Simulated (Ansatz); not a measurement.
PbS:
Space group F-43m (No. 216); a = b = c = 6.602 Å, α = β = γ = 90.00°

| atom | site | symmetry | x | y | z |
|---|---|---|---|---|---|
| S | 4d | -43m | 0.7500 | 0.7500 | 0.7500 |
| Pb | 4a | -43m | 0.0000 | 0.0000 | 0.0000 |
(The calculation used a cell of 2 atoms; values per cell refer to that cell.)

Relaxed with r²SCAN.

Task: Tabulate the valence density and the electron localisation function along the shortest S–Pb contact (2.86 Å), r²SCAN in the plane-wave PAW code Ansatz.

Result: 

| distance from S (Å) | density (e/Å³) | ELF |
|---|---|---|
| 0.29 | 0.59 | 0.14 |
| 0.43 | 0.99 | 0.50 |
| 0.57 | 1.15 | 0.77 |
| 0.71 | 1.04 | 0.86 |
| 0.86 | 0.80 | 0.87 |
| 1.00 | 0.57 | 0.82 |
| 1.14 | 0.40 | 0.70 |
| 1.29 | 0.31 | 0.49 |
| 1.43 | 0.27 | 0.30 |
| 1.57 | 0.30 | 0.23 |
| 1.72 | 0.40 | 0.27 |
| 1.86 | 0.65 | 0.35 |
| 2.00 | 1.18 | 0.40 |
| 2.14 | 2.15 | 0.34 |
| 2.29 | 3.62 | 0.20 |
| 2.43 | 5.52 | 0.06 |
| 2.57 | 7.66 | 0.01 |

The density is the valence pseudo-density with augmentation charge, so density and ELF within about 1 Å of a nucleus are not all-electron values.

The start of the workflow was typed in or built on a structure type; neither database checked (COD, Materials Project) lists it. It is not the phase usual at ambient conditions (space group No. 225). Symmetry was held in the r²SCAN relaxation. At this level the phase is mechanically unstable. Scalar-relativistic: spin–orbit coupling is off unless named, which matters more the heavier the elements.

Potentials: the later of the program's two PAW sets.
